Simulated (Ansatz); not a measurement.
## The polar optical mode of MgS at 3.5 GPa, worked through

These are results of DFT r2SCAN+D3(BJ), scalar-relativistic, plane waves, PAW in Ansatz, not measurements. Settings: 500 eV plane-wave cutoff, Γ-centred 8×8×8 mesh, fixed occupations. No spin polarisation. Phonons by linear response, acoustic sum rule imposed.

The cell is fixed (symmetry leaves no force on the atoms) and stands under 3.5 GPa:
```yaml
crystal:
  lattice:
    - [0.00000, 2.76950, 2.76950]
    - [2.76950, 0.00000, 2.76950]
    - [2.76950, 2.76950, 0.00000]
  atoms:
    - { symbol: Mg, position: [0.00000, 0.00000, 0.00000] }
    - { symbol: S, position: [0.25000, 0.25000, 0.25000] }
```

The cell is the ideal cubic zincblende prototype; this isn't the usual structure of the compound.

Linear response gives ν_TO = 371.7 cm⁻¹, Born charges ±1.856 e (positive on Mg) and ε∞ = 3.791. The primitive cell holds 42.485 Å³, and the masses are 24.305 and 32.060 amu.

**Question.** Find ν_LO and the static dielectric constant.

**Answer.** The long-wave field adds a restoring force: ω_LO² − ω_TO² = Z*²e²/(ε_vac ε∞ μV). In these units ν_LO² − ν_TO² = 4.92064×10⁷ Z*²/(μ V ε∞) cm⁻², with μ = m₁m₂/(m₁ + m₂) = 13.825 amu: 76152 cm⁻². So ν_LO = √(371.7² + 76152) = 462.9 cm⁻¹, and the run gives 462.9. Lyddane–Sachs–Teller then gives ε0 = ε∞ (ν_LO/ν_TO)² = 5.88, against 5.88 in the run (it forms both from the same three quantities, so the match checks the arithmetic only). Between ν_TO and ν_LO the dielectric function is negative and an undamped crystal reflects fully: a reststrahlen band from 21.6 to 26.9 μm.

**Question.** What do the Clausius–Mossotti polarisability and the Szigeti charge come to?

**Answer.** With the Lorentz local field, α = (3V/4π)(ε∞ − 1)/(ε∞ + 2) = 4.89 Å³ for the pair, and e_S = 3Z*/(ε∞ + 2) = 0.96 e. The Born charge includes the electrons' response to the dipole's own local field, and e_S takes that enhancement out. The Lorentz field assumes point-like polarisable ions, a fair picture at this small ε∞.

**Question.** How strongly does a slow electron couple to the LO mode?

**Answer.** For one isotropic parabolic band, Fröhlich's constant is α_F = (1/ε∞ − 1/ε0) √(m* Ry/ħω_LO), with Ry = 13.606 eV, ħω_LO = 57.4 meV and m* in free-electron masses: α_F = 0.0937 × 15.40 × √m* = 1.44 √m*. The band mass isn't part of this run; for m* = 0.1, 0.3 and 1 it gives 0.46, 0.79, 1.44. In weak coupling the polaron lies α_F ħω_LO below the band edge (45 meV at m* = 0.3) with a mass m*(1 + α_F/6); past α_F of about 5 or 6 that expansion fails. A semilocal functional's ε∞ tends to be too large, which taken alone lowers α_F.

Cost: 1 run of about 5.4 core-minutes, on Intel Xeon Processor @ 2.50GHz (Skylake/Cascade Lake) (shared hosts).